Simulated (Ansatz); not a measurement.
NiAuO₂ in space group P6_3/mmc (No. 194; Ni on 2a, Au on 2c, O on 4f), plane-wave PAW PBE (Ansatz code), all energies at zero smearing, with the estimated change up to a 700 eV cutoff added, with one set of potentials and settings (totals compare only within such a set). Cell of 8 atoms (2 Ni, 2 Au, 4 O): -40242.391 eV.

| element | reference phase | E (eV/atom) |
|---|---|---|
| Ni | Fm-3m, 1 atoms in the cell, spin-polarised | -5839.7239 |
| Au | Fm-3m, 1 atoms in the cell | -13149.3277 |
| O | C2/m, 4 atoms in the cell, spin-polarised | -565.0000 |

Formation energy per atom, worked out: (-40242.391 − 2×(-5839.7239) − 2×(-13149.3277) − 4×(-565.0000))/8 = -0.536 eV/atom (-52 kJ per mol of atoms), at 0 K, without zero-point energy or fitted corrections.

The first step of the workflow began from a Materials Project structure, measured or hypothetical; the Crystallography Open Database copy checked does not list it. Whether it is the stable phase at ambient conditions was not checked. The cell was relaxed with PBE under the symmetry of its start; whether a distortion lowers the energy is not shown. Spin order of the final state: ferromagnetic, chosen from 5 collinear starts compared on coarse meshes (ties went to the first, and starts can fall back to one state), not a proven ground state. The program gave a warning on the electronic state, which may not be the lowest. No Hubbard U is applied. The references are the lowest solids computed at this level, not always the standard phases (solids in place of the gases). Spin–orbit coupling is left out wherever it is not named.

Potentials: the later of the program's two PAW sets.
